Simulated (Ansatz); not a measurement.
Here is the system:

C:
```
C
1.0
   -1.32913     2.77497     2.32784
    1.32913    -2.77497     2.32784
    1.32913     2.77497    -2.32784
C
6
Cartesian
  0.46336   0.94336   2.32784
  0.86577   1.83162   0.00000
 -0.86577   1.83162   2.32784
  2.19490   0.94336   0.00000
  0.00000   0.00000   1.16392
  0.00000   0.00000   3.49176
```

This is the r²SCAN-relaxed structure. Tensor components refer to the Cartesian frame of this cell.

Question: All from DFT-r²SCAN in the program Ansatz with PAW potentials, unless another level is named. Give the Hill bulk and shear moduli.

Answer: 389 and 457 GPa.

Question: Next, the elastic constants (relaxed ions, GPa)?

Answer: C11 = 903, C22 = 1060, C33 = 1350, C12 = 95.0, C13 = 9.2, C23 = 4.7, C44 = 495, C55 = 345, C66 = 427.

Space group Ibam. The start of the workflow was typed in or built on a structure type; neither database checked (COD, Materials Project) lists it. It is not the phase usual at ambient conditions (space group No. 194, 227). The r²SCAN relaxation kept the symmetry of its start; whether a distortion lowers the energy is not shown. The volume moved by 19 % from the start of the relaxation.

Potentials: the later of the program's two PAW sets.
